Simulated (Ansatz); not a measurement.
Given:

ScPd3C:
```yaml
crystal:
  lattice:
    - [4.14767, 0.00000, 0.00000]
    - [0.00000, 4.14767, 0.00000]
    - [0.00000, 0.00000, 4.14767]
  atoms:
    - { symbol: Sc, position: [0.00000, 0.00000, 0.00000] }
    - { symbol: Pd, position: [0.00000, 0.50000, 0.50000] }
    - { symbol: Pd, position: [0.50000, 0.00000, 0.50000] }
    - { symbol: Pd, position: [0.50000, 0.50000, 0.00000] }
    - { symbol: C, position: [0.50000, 0.50000, 0.50000] }
```

This is the PBEsol-relaxed structure.

All from the program Ansatz at the PBEsol level (PAW), unless another level is named. Predict the electronic character.

metallic (no gap).

Predict the density of states at the Fermi level.

0.75 states/eV per atom (mean over ±0.08 eV).

Predict the formation energy from the elements (no fitted shifts).

-0.23 eV/atom.

Next, the gap with spin–orbit coupling?

none (metallic).

Space group Pm-3m (anti-perovskite). The start of the workflow was typed in or built on a structure type; neither database checked (COD, Materials Project) lists it. Its standing as an ambient phase is unchecked. The PBEsol relaxation kept the symmetry of its start; phonons show weakly imaginary modes. No spin polarisation was allowed. The references are the lowest solids computed at this level, not always the standard phases. Spin–orbit coupling is left out wherever it is not named.

Potentials: the later of the program's two PAW sets.
